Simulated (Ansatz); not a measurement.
As2O3:
```
As2O3
1.0
    4.58199     0.00000     0.00000
    0.00000    13.17193     0.00000
   -4.17113     0.00000     5.40182
As O
8 12
Cartesian
 -1.95995   1.99213   4.61689
  2.37081  11.17980   0.78492
  0.28525   8.57809   3.48583
  0.12561   4.59383   1.91599
 -2.16735   5.22962   4.06043
  2.57822   7.94231   1.34139
  0.49265  11.81558   4.04230
 -0.08179   1.35634   1.35952
  1.83300   4.69475   2.44513
 -1.42214   8.47718   2.95669
  0.66342  11.28071   0.25578
 -0.25256   1.89122   5.14603
  1.62197   1.38433   0.81378
 -1.21111  11.78759   4.58804
  0.87446   7.97030   1.88713
 -0.46359   5.20163   3.51469
 -0.14694   2.86083   2.30354
  0.55781  10.31109   3.09828
  2.64337   9.44680   0.39737
 -2.23251   3.72513   5.00445
```

Relaxed with r²SCAN. Special points in fractions of this cell's reciprocal vectors: Γ (0.000, 0.000, 0.000); Z (0.000, 0.500, 0.000); D (0.000, 0.500, 0.500); B (0.000, 0.000, 0.500); A (-0.500, 0.000, 0.500); E (-0.500, 0.500, 0.500); C2 (-0.500, 0.500, 0.000); Y2 (-0.500, 0.000, 0.000).

### Question
List the band energies nearest the valence-band maximum at these points for plane-wave PAW r²SCAN (Ansatz code).

### Answer
In eV from the valence-band maximum; about four levels below and three above (degenerate sets whole), none deeper than 8.9 eV; points with the same levels are listed once.

| k | below | above |
|---|---|---|
| Γ | -0.51 -0.12 -0.09 -0.04 | 4.67 4.78 4.95 |
| Z | -0.36 -0.36 -0.03 -0.03 | 4.73 4.73 5.07 5.07 |
| D | -0.25 -0.25 -0.13 -0.13 | 4.70 4.70 5.06 5.06 |
| B | -0.33 -0.33 -0.09 -0.09 | 4.73 4.73 4.95 4.95 |
| A | -0.53 -0.53 -0.22 -0.22 | 4.75 4.75 5.24 5.24 |
| E | -0.44 -0.44 -0.30 -0.30 | 4.75 4.75 5.31 5.31 |
| C2 | -0.35 -0.35 -0.33 -0.33 | 4.62 4.62 4.97 4.97 |
| Y2 | -0.50 -0.35 -0.28 -0.26 | 4.65 4.72 4.77 |

Space group P2_1/c. The first step of the workflow began from a Materials Project structure, measured or hypothetical; the Crystallography Open Database files this formula in space group No. 14, but the cells were not matched. Whether it is the stable phase at ambient conditions was not checked. The cell was relaxed with r²SCAN under the symmetry of its start; its stability against distortions is not shown here. A crystal of weakly bound layers computed without a dispersion correction: the cell and the soft elastic constants depend strongly on that. Spin–orbit coupling is left out wherever it is not named.

Potentials: the earlier of the program's two PAW sets.
